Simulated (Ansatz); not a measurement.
Ba$_{2}$SrWO$_{6}$:
```
Ba2SrWO6
1.0
    5.17458     2.99399     0.00000
   -5.17458     2.99399     0.00000
   -3.48712     0.00000     5.01051
Ba Sr W O
2 1 1 6
Direct
  0.24726   0.75274   0.23824
  0.75274   0.24726   0.76176
  0.00000   0.00000   0.50000
  0.50000   0.50000   0.00000
  0.22838   0.31803   0.17266
  0.77162   0.68197   0.82734
  0.31803   0.22838   0.82734
  0.68197   0.77162   0.17266
  0.71851   0.28149   0.29737
  0.28149   0.71851   0.70263
```

Relaxed with PBEsol. Special points in fractions of this cell's reciprocal vectors: Γ (0.000, 0.000, 0.000); C (0.374, 0.374, 0.000); C2 (-0.374, 0.626, 0.000); Y2 (-0.500, 0.500, 0.000); M2 (-0.500, 0.500, 0.500); D (-0.254, 0.746, 0.500); D2 (0.254, 0.254, 0.500); A (0.000, 0.000, 0.500); L2 (0.000, 0.500, 0.500); V2 (0.000, 0.500, 0.000).

Q: List the band energies nearest the valence-band maximum at these points for PBEsol with spin–orbit coupling in the plane-wave PAW code Ansatz.

A: In eV from the valence-band maximum; about four levels below and three above (degenerate sets whole), none deeper than 8.9 eV; points with the same levels are listed once.

| k | below | above |
|---|---|---|
| Γ | -0.38 -0.38 -0.35 -0.35 | 3.15 3.15 3.27 3.27 |
| C | -0.51 -0.51 -0.29 -0.29 | 3.19 3.19 3.73 3.73 |
| Y2 | -0.43 -0.43 -0.21 -0.21 | 2.83 2.83 3.79 3.79 |
| M2 | -0.39 -0.39 -0.18 -0.18 | 3.41 3.41 3.63 3.63 |
| D | -0.31 -0.31 -0.26 -0.26 | 3.36 3.36 3.61 3.61 |
| A | -0.37 -0.37 0.00 0.00 | 3.45 3.45 3.57 3.57 |
| L2 | -0.39 -0.39 -0.15 -0.15 | 2.92 2.92 3.82 3.82 |
| V2 | -0.38 -0.38 -0.24 -0.24 | 3.54 3.54 3.67 3.67 |

Space group C2/m. The first step of the workflow began from a Materials Project structure, measured or hypothetical; the Crystallography Open Database copy checked does not list it. Its standing as an ambient phase is unchecked. Symmetry was held in the PBEsol relaxation; whether a distortion lowers the energy is not shown. No spin polarisation was allowed. No Hubbard U is applied.

Potentials: the later of the program's two PAW sets.
